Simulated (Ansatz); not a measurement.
Consider the following.

Ta2InC:
Space group P6₃/mmc (No. 194); a = 3.1517 Å, b = 3.1517 Å, c = 14.4374 Å, α = 90.00°, β = 90.00°, γ = 120.00°

| atom | site | symmetry | x | y | z |
|---|---|---|---|---|---|
| Ta | 4f | 3m. | 0.3333 | 0.6667 | 0.0831 |
| In | 2d | -6m2 | 0.6667 | 0.3333 | 0.2500 |
| C | 2a | -3m. | 0.0000 | 0.0000 | 0.0000 |

This is the r²SCAN-relaxed structure.

Question: All from plane-wave PAW r²SCAN (Ansatz code), unless another level is named. Give the highest zone-centre frequency.

Answer: 660 cm⁻¹.

Question: And the Hill bulk and shear moduli?

Answer: 187 and 109 GPa.

Space group P6_3/mmc. The workflow started from a Materials Project entry (that database holds measured and hypothetical structures alike); the Crystallography Open Database copy checked does not list it. Its standing as an ambient phase is unchecked. The r²SCAN relaxation kept the symmetry of its start; whether a distortion lowers the energy is not shown. No spin polarisation was allowed. As this level gives no gap, shear constants depend on the k-mesh and smearing (Fermi–Dirac, 0.1 eV here). As this level gives no gap, phonon frequencies hold no LO–TO term and depend on the k-mesh and smearing (Fermi–Dirac, 0.1 eV here). Scalar-relativistic: spin–orbit coupling is off unless named, which matters more the heavier the elements.

Potentials: the later of the program's two PAW sets.
